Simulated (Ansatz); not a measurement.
All numbers below come from Ansatz 0.2.0, DFT PBE, scalar-relativistic, plane waves, PAW, and for the lanthanide a 4f-in-core norm-conserving potential. Settings: cutoff 660 eV, Γ-centred meshes spaced at most about 0.3 Å⁻¹, and about 0.25 Å⁻¹ or finer for metals (2π included), Gaussian smearing. No spin polarisation in the final relaxations.

Temperature and zero-point effects are left out.

Compare these two cells of Pr4O, each relaxed at this level.

A.

```yaml
crystal:
  lattice:
    - [6.55027, 0.00000, 0.00000]
    - [0.00000, 6.55027, 0.00000]
    - [0.00000, 0.00000, 3.27547]
  atoms:
    - { symbol: Pr, position: [0.74276, 0.74276, 0.50000] }
    - { symbol: Pr, position: [0.25724, 0.25724, 0.50000] }
    - { symbol: Pr, position: [0.25724, 0.74276, 0.50000] }
    - { symbol: Pr, position: [0.74276, 0.25724, 0.50000] }
    - { symbol: O, position: [0.50000, 0.50000, 0.00000] }
```

B.

```yaml
crystal:
  lattice:
    - [5.49616, 0.00000, 0.00000]
    - [0.00000, 5.49616, 0.00000]
    - [0.00000, 0.00000, 5.49616]
  atoms:
    - { symbol: Pr, position: [0.24273, 0.24273, 0.24273] }
    - { symbol: Pr, position: [0.75727, 0.75727, 0.24273] }
    - { symbol: Pr, position: [0.24273, 0.75727, 0.75727] }
    - { symbol: Pr, position: [0.75727, 0.24273, 0.75727] }
    - { symbol: O, position: [0.00000, 0.00000, 0.00000] }
```

Question: Which form is favoured at zero pressure, and by what margin per atom?

Answer: B is lower, by 0.61 eV/atom. A has space group P4/mmm (No. 123), 28.1 Å³/atom and no gap on its mesh; B has space group P-43m (No. 215), 33.2 Å³/atom and no gap. Counting Pr atoms around O (those within 1.25 times the shortest such distance or 1.15 times the sum of covalent radii, 1.27 where that leaves under three), A has O 8 and B has O 4. The lower one is the more open, so pressure narrows the difference. Both come from invented guesses. A third cell relaxed alike, in Pm-3m, lies 69 meV/atom below the lower of the two.

Cells relaxed within their symmetry can be saddle points.

The lanthanide is trivalent by construction, without f bands, f moments or other valences.
